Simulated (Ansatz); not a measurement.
Q: CoO (NiAs type, P6_3/mmc) is relaxed with plane-wave PAW r²SCAN (Ansatz code). What lattice parameters of the conventional cell result?

A: a = 2.922 Å, c = 5.108 Å.

These are the values of the symmetrised cell.

Q: Is it a metal or does it have a gap at this level?

A: A gap of 0.31 eV, indirect.

The start of the workflow was typed in or built on a structure type; neither database checked (COD, Materials Project) lists it. It is not the phase usual at ambient conditions (space group No. 225). Symmetry was held in the r²SCAN relaxation, as lowered by the spin order; its stability against distortions is not shown here. The final state is antiferromagnetic, chosen from 3 collinear starts compared on coarse meshes (ties went to the first, and starts can fall back to one state), not a proven ground state. Other orbital occupations within this spin state were not tried. No Hubbard U is applied.

Potentials: the later of the program's two PAW sets.
